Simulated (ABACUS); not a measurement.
Consider a self-consistent single point of Cu (P1, 4 atoms in the cell; from Materials Project mp-30, changed as shown).

```
CELL_PARAMETERS angstrom
      3.60390     0.00000     0.00000
      0.00000     3.60390     0.00000
      0.00000     0.00000     3.60390
ATOMIC_POSITIONS crystal
  Cu 0.99671 0.99247 0.00803
  Cu 0.01210 0.51915 0.49544
  Cu 0.50396 0.98565 0.48910
  Cu 0.48723 0.50273 0.00743
```

All values come from this method and carry its errors: PBEsol, numerical atomic orbitals SZP (confined pseudo-atomic orbitals with Gaussian additions; energy shift 0.01 Ry), PseudoDojo 0.4 standard norm-conserving PBEsol (tails mended) pseudopotentials run with ABACUS.

ABACUS settings:

| key | value |
|---|---|
| basis | SZP numerical atomic orbitals, energy shift 0.01 Ry |
| KPT | Gamma 10 10 10 0 0 0 |
| basis_type | lcao |
| ecutwfc | 100 Ry |
| smearing_method | fd |
| smearing_sigma | 0.00734986 Ry |
| potentials | PseudoDojo 0.4 standard norm-conserving PBEsol (tails mended) |
| symmetry | 1 |
| symmetry_prec | 1e-05 |
| ks_solver | genelpa |
| scf_nmax | 100 |
| scf_thr | 1.0e-07 |
| mixing_type | broyden |
| mixing_beta | 0.4 |

Results:

Number of valence electrons: 76
Number of bands: 48
Number of k-points after the program's reduction: 504
Size of the basis: 80
Number of SCF iterations: 12
Free energy E − TS: -20620.5621 eV
Fermi level (on the code's own zero): 17.30 eV
Pressure: -5.34 GPa
Largest force (vector length): 0.975 eV/Å

Forces (eV/Å):
| atom | Fx | Fy | Fz |
|---|---|---|---|
| Cu1 | -0.033 | 0.492 | -0.426 |
| Cu2 | -0.444 | -0.797 | 0.345 |
| Cu3 | 0.025 | 0.677 | 0.493 |
| Cu4 | 0.452 | -0.372 | -0.413 |

Stress (GPa, positive for compression):
```
-5.26   0.09  -0.36
 0.09  -5.52  -0.05
-0.36  -0.05  -5.24
```

For comparison: a first run was changed to give this one (atoms moved at random), and from it to this one the free energy rises by 24.0 meV/atom, the pressure goes from -6.65 to -5.34 GPa and the largest force goes from under 0.1 to 0.98 eV/Å.

The atom-centred basis is finite, which shifts total energies, pressures and forces against plane waves. A single-zeta basis is rough, for pressures and forces above all. The structure comes from a collection of computed structures, made at another level of theory; the collection holds predicted forms beside known ones. Its lattice was then scaled.

Cost on one core: roughly 40 core-seconds.

The atomic orbitals were generated for these runs; they are not ABACUS's published sets and were checked against plane waves on a few crystals only.

“Tails mended”: in these copies of the files the far tail of each local potential was reset to the Coulomb form.
